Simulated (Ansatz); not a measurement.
ScC (rock salt, Fm-3m) at seven volumes, PBEsol (plane waves, PAW; program Ansatz), scaled uniformly. One row is withheld.

```
V (Å³/atom)  P (GPa)
-----------  -------
11.311         18.62
11.684         11.47
12.056          5.30
12.429         -0.01
12.802         -4.58
13.175         -8.52
13.548             ?
```

### Question
Fit the shown pressures and predict the withheld one.

### Answer
P = (3/2)B₀(x^(7/2) − x^(5/2))[1 + (3/4)(B′ − 4)(x − 1)] with x = (V₀/V)^(2/3). Least squares on the six rows gives V₀ = 12.429 Å³/atom, B₀ = 164 GPa, B′ = 3.95. At V = 13.548, x = 0.9441 and P = -11.93 GPa. The run itself gave -11.91 GPa.

The workflow started from a Materials Project entry (that database holds measured and hypothetical structures alike); the Crystallography Open Database copy checked does not list it. Its standing as an ambient phase is unchecked. The PBEsol relaxation kept the symmetry of its start; of distortions, only those at the zone centre were tested. No spin polarisation was allowed.

Potentials: the later of the program's two PAW sets.
